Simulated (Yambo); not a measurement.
A BSE run in Yambo for CsScS2O8 (space group P321, No. 150) (PBEsol bands; 3×3×2 mesh, 25 valence and 20 conduction bands, static screening with 117 bands and a 3 Ry block, scissor 3.61 eV, Tamm-Dancoff; field along x) gives:

```json
[
 {"state": "1", "energy (eV)": "6.25", "states within 2 meV": "1", "relative strength": "< 0.01", "class": "dark"},
 {"state": "2", "energy (eV)": "6.27", "states within 2 meV": "1", "relative strength": "0.03", "class": "weak"},
 {"state": "3", "energy (eV)": "6.27", "states within 2 meV": "1", "relative strength": "0.01", "class": "weak"},
 {"state": "4", "energy (eV)": "6.40", "states within 2 meV": "1", "relative strength": "< 0.01", "class": "dark"},
 {"state": "5", "energy (eV)": "6.41", "states within 2 meV": "1", "relative strength": "0.02", "class": "weak"}
]
```

Axes are Cartesian, with cell vectors (Å) (5.25, 0.00, 0.00), (-2.62, 4.54, 0.00), (0.00, 0.00, 8.87).

**Question.** What changes when the window shrinks to 16 valence and 10 conduction bands?

**Answer.** The lowest state goes from 6.249 eV to 6.267 eV, and its distance below the direct gap from 1.596 eV to 1.578 eV. These are vertical excitations (zero momentum). The scissor comes from a G0W0 run whose convergence isn't established.

Geometry of the Materials Project entry, not relaxed at this level; primitive cell a = 5.2468 Å, b = 5.2468 Å, c = 8.8716 Å, α = 90.00°, β = 90.00°, γ = 120.00°.

The structure is a Materials Project entry; no match was found in the copy of COD used, and its stability was not checked.
